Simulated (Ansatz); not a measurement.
BN:
```
BN
1.0
    2.31931     0.00000     0.00000
    0.00000     2.31931     0.00000
    0.00000     0.00000     2.31931
B N
1 1
Direct
  0.00000   0.00000   0.00000
  0.50000   0.50000   0.50000
```

Relaxed with PBE. Special points in fractions of this cell's reciprocal vectors: Γ (0.000, 0.000, 0.000); X (0.000, 0.500, 0.000); M (0.500, 0.500, 0.000); R (0.500, 0.500, 0.500).

**Question.** List the band energies nearest the Fermi level at these points for DFT-PBE in the program Ansatz with PAW potentials.

**Answer.** In eV from the Fermi level; about four levels below and three above (degenerate sets whole), none deeper than 8.9 eV; … stands for higher levels left out; points with the same levels are listed once.

```tsv
k	below	above
Γ	-2.07 -2.07 -2.07	1.54 …
X	–	0.55 0.55 4.26
M	-3.52	1.61 …
R	-4.86 -4.86 -4.86	…
```

Space group Pm-3m (CsCl type). The start of the workflow was typed in or built on a structure type; neither database checked (COD, Materials Project) lists it. It is not the phase usual at ambient conditions (space group No. 186, 194, 216). Symmetry was held in the PBE relaxation; its stability against distortions is not shown here. The volume moved by 32 % from the start of the relaxation. Its formation energy is positive at this level, so the cell may be metastable or incomplete.

Potentials: the later of the program's two PAW sets.
